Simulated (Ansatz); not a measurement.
SiC$_{2}$ (P4_2/mmc), relaxed with PBEsol (Ansatz, a program for electronic structure, plane waves, PAW): a = 3.1563 Å, b = 3.1563 Å, c = 6.8701 Å, α = 90.00°, β = 90.00°, γ = 90.00°.

- ΔH_f (eV/atom) = 0.43
- B₀ by P(V) fit (GPa) = 162

Question: The same phase is relaxed and computed with r²SCAN in the same code. What are the cell and these values now?

Answer: a = 3.1631 Å, b = 3.1631 Å, c = 6.8521 Å, α = 90.00°, β = 90.00°, γ = 90.00°.

ΔH_f (eV/atom): 0.39
B₀ by P(V) fit (GPa): 168

Typed or built starts, not in the databases checked: SiC2, P4_2/mmc (Si on 2e, C on 4i). All cells were relaxed under the symmetry of their starts (and spin orders); stability against distortions was not tested throughout.

Potentials: the later of the program's two PAW sets.

Ansatz is a plane-wave DFT program.

Formation energies count from the lowest solids of the elements computed at the same level, not from gases.
